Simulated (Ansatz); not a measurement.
### Question
Name crystals whose computed values (the program Ansatz at the r²SCAN level (PAW)) fall in these windows: ε∞ 7.8 to 11; electron conductivity mass (mₑ) 0.27 to 0.36; gap (eV) 1.6 to 2.0.

### Answer


```json
[
 {"crystal": "GaP, zinc blende", "ε∞": "9.36", "electron conductivity mass (mₑ)": "0.30", "gap (eV)": "1.84"}
]
```
Others may fit too.

The cell was relaxed under the symmetry of its start. Spin–orbit coupling is left out wherever it is not named.

Potentials: the later of the program's two PAW sets.
